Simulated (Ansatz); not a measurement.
GaAs:
```cif
data_AsGa
_chemical_formula_sum 'Ga1 As1'
_space_group_name_H-M_alt 'P4/mmm'
_space_group_IT_number 123
_space_group_name_Hall '-P 4 2'
_cell_length_a 2.66533
_cell_length_b 2.66533
_cell_length_c 5.40639
_cell_angle_alpha 90.000
_cell_angle_beta 90.000
_cell_angle_gamma 90.000
loop_
_atom_site_label
_atom_site_type_symbol
_atom_site_symmetry_multiplicity
_atom_site_Wyckoff_symbol
_atom_site_fract_x
_atom_site_fract_y
_atom_site_fract_z
_atom_site_occupancy
Ga1 Ga 1 b 0.00000 0.00000 0.50000 1
As1 As 1 a 0.00000 0.00000 0.00000 1
```

Relaxed at zero pressure with DFT-PBEsol in the program Ansatz with PAW potentials.

Question: The volume is raised by 9 % and shape and atoms relax at that volume. What pressure results, and how do the axes share the change?

Answer: -5.2 GPa; a 2.5 %, b 2.5 %, c 3.7 %; the energy rises by 30 meV/atom.

Question: Give the new structure.

Answer: 
Space group P4/mmm (No. 123); a = 2.733 Å, b = 2.733 Å, c = 5.605 Å, α = 90.00°, β = 90.00°, γ = 90.00°

```
atom  site  symmetry       x       y       z
----  ----  --------  ------  ------  ------
Ga      1b     4/mmm  0.0000  0.0000  0.5000
As      1a     4/mmm  0.0000  0.0000  0.0000
```

The phase is kept; no other phase was compared at this pressure.

The first step of the workflow began from a Materials Project structure, measured or hypothetical; the Crystallography Open Database copy checked does not list it. It is not the phase usual at ambient conditions (space group No. 216). The cell was relaxed with PBEsol under the symmetry of its start; its stability against distortions is not shown here.

Potentials: the later of the program's two PAW sets.
